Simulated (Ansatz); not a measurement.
CuCl (zinc blende, F-43m), PBE (plane waves, PAW; program Ansatz): ε∞ = 5.27, cell volume 39.89 Å³. Infrared-active transverse modes:

```
ω_TO (cm⁻¹)  oscillator strength S_xx (e²/amu)
-----------  ---------------------------------
131.1                                  0.05680
```

**Question.** Compute the static dielectric constant.

**Answer.** Each mode adds (4.921e7/V) S/ω²: 4.08. So ε0 = 9.35.

**Question.** What LO frequency does the Lyddane–Sachs–Teller relation give?

**Answer.** ω_LO = ω_TO √(ε0/ε∞) = 175 cm⁻¹.

The cell was relaxed with PBE under the symmetry of its start; phonons on a q-mesh show no instability. No spin polarisation was allowed.

Potentials: the later of the program's two PAW sets.
